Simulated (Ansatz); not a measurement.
## Sr2MgZn2Sn2P4O16: field gradients at two levels of theory

Cell: a Materials Project structure (computed, not necessarily an observed phase).

```xyz
27
Lattice="5.7573 0.0000 0.0000 0.5368 8.1988 0.0000 1.8025 3.1664 8.6427" Properties=species:S:1:pos:R:3 pbc="T T T"
Sr    4.9988    2.0047    0.4453
Sr    3.1891    9.6985    8.5932
Mg    6.4267    7.8135    7.2697
Zn    1.9760    6.0694    3.7033
Zn    6.5674    3.9585    3.7840
Sn    3.4461    3.2675    4.8076
Sn    4.5904    8.1709    3.9143
P     4.3725    5.3928    1.9500
P     3.6010    6.0555    6.5907
P     1.7808    1.0709    2.2508
P     6.4557   10.4267    6.6920
O     2.3628    6.6073    7.3468
O     2.8652    5.6630    1.7895
O     3.5016    4.5070    6.5558
O     7.5329    9.3152    6.4676
O     4.9289    6.5072    7.2547
O     5.6120    2.9984    5.3545
O     2.4020    8.1445    3.3823
O     6.4314    3.1574    7.7885
O     5.1337    6.7132    2.3082
O     1.1888    0.4906    0.9637
O     4.9933    4.8190    0.6464
O     4.5961    4.3434    3.1092
O     3.5727    6.5414    5.0907
O     3.2666    1.5089    2.1228
O     0.8487    2.2440    2.6505
O     5.1786    9.6129    7.0858
```

Sites (sets of like atoms) are named by element and the number of their first atom in this list.

First run. Method: Kohn–Sham DFT in Ansatz, PBE, plane waves and PAW, scalar-relativistic, 420 eV cutoff, Γ-centred 6×5×4 k-points, Fermi–Dirac smearing 0.05 eV.

| site | atom | V_zz (10²¹ V/m²) | η |
| --- | --- | --- | --- |
| Sr1 | 1 | 3.87 | 0.32 |
| Sr2 | 2 | -5.76 | 0.65 |
| Mg | 3 | -2.08 | 0.84 |
| Zn4 | 4 | -7.86 | 0.80 |
| Zn5 | 5 | -7.51 | 0.23 |
| Sn6 | 6 | 15.88 | 0.93 |
| Sn7 | 7 | -16.13 | 0.08 |
| P9 | 9 | 1.86 | 0.19 |
| P10 | 10 | 2.29 | 0.53 |
| O15 | 15 | 7.53 | 0.23 |
| O16 | 16 | 10.06 | 0.22 |
| O23 | 23 | 9.83 | 0.66 |
| O25 | 25 | 8.00 | 0.39 |
| O26 | 26 | 9.42 | 0.27 |

Second run. The same atoms and settings, except that the functional is r2SCAN and the cutoff is 500 eV.

Q: Given the first result, estimate the second.

A: 

```csv
site,atom,V_zz,η,change of V_zz
Sr1,1,3.96,0.32,+0.09
Sr2,2,-5.96,0.65,-0.20
Mg,3,-2.12,0.78,-0.04
Zn4,4,-8.54,0.73,-0.68
Zn5,5,-8.13,0.21,-0.62
Sn6,6,-16.18,0.98,–
Sn7,7,-17.54,0.06,-1.41
P9,9,1.95,0.21,+0.09
P10,10,2.46,0.53,+0.17
O15,15,7.81,0.23,+0.28
O16,16,10.15,0.20,+0.09
O23,23,10.05,0.62,+0.22
O25,25,8.17,0.37,+0.17
O26,26,9.57,0.23,+0.15
```

The largest change of V_zz along a kept axis is on Sn7, from -16.13 to -17.54. In per cent, |V_zz| changes by +2 to +3 on Sr, +2 on Mg, +8 to +9 on Zn, +9 on Sn, +5 to +7 on P, +1 to +4 on O (all sites that start above 0.5, bar those whose gradient vanishes or changes sign or whose main axis turns by over 40°). On Sn6 the largest principal value lies along another axis in the second run, so the two V_zz can't be compared directly. The table leaves out 13 of the 27 sites, with |V_zz| up to 10.04; their tensors move by 0.26 at most along any direction. The statements above cover all sites. Isomer shifts (Sn against SnO₂, from the density at the nucleus and a line fitted to measured compounds for each functional; the lines scatter by about 0.1 mm/s, so smaller changes between functionals mean little): Sn6 3.33 → 3.29 mm/s; Sn7 3.40 → 3.37 mm/s.

Without spin–orbit coupling (the program notes it for Sn and Sr) the gradients are little affected as a rule: paired runs on crystals with a gap mostly move them by under 2 % at such atoms.
For the second run: The largest force is 0.6 eV/Å, so the atoms aren't at the calculated equilibrium and relaxing them would move these values. With these PAW files V_zz is typically within 2 to 3 % of all-electron values, but misses above 10 % occur on Sn, Zn.
